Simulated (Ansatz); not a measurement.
SiC12:
```yaml
crystal:
  lattice:
    - [4.24319, 0.00000, 0.00000]
    - [-2.12159, 3.67471, 0.00000]
    - [0.00000, 0.00000, 9.14910]
  atoms:
    - { symbol: C, position: [0.33341, 0.00000, 0.81172] }
    - { symbol: C, position: [0.66659, 0.00000, 0.81172] }
    - { symbol: C, position: [0.00000, 0.33341, 0.81172] }
    - { symbol: C, position: [0.00000, 0.66659, 0.81172] }
    - { symbol: C, position: [0.33341, 0.33341, 0.81172] }
    - { symbol: C, position: [0.66659, 0.66659, 0.81172] }
    - { symbol: C, position: [0.33341, 0.00000, 0.18828] }
    - { symbol: C, position: [0.66659, 0.00000, 0.18828] }
    - { symbol: C, position: [0.00000, 0.33341, 0.18828] }
    - { symbol: C, position: [0.00000, 0.66659, 0.18828] }
    - { symbol: C, position: [0.33341, 0.33341, 0.18828] }
    - { symbol: C, position: [0.66659, 0.66659, 0.18828] }
    - { symbol: Si, position: [0.00000, 0.00000, 0.50000] }
```

Relaxed with r²SCAN+D4.

### Question
Give the Bader charges and basin volumes of the independent atoms, the program Ansatz at the r²SCAN+D4 level (PAW).

### Answer


```
atom  Bader charge (e)  Bader volume (Å³)
----  ----------------  -----------------
C1               -0.02                8.8
Si13             +0.20               37.3
```

Space group P6/mmm. The start of the workflow was typed in or built on a structure type; neither database checked (COD, Materials Project) lists it. Its standing as an ambient phase is unchecked. The cell was relaxed with r²SCAN+D4 under the symmetry of its start. At this level the phase is mechanically unstable. Its formation energy is positive at this level, so the cell may be metastable or incomplete.

Potentials: the earlier of the program's two PAW sets.
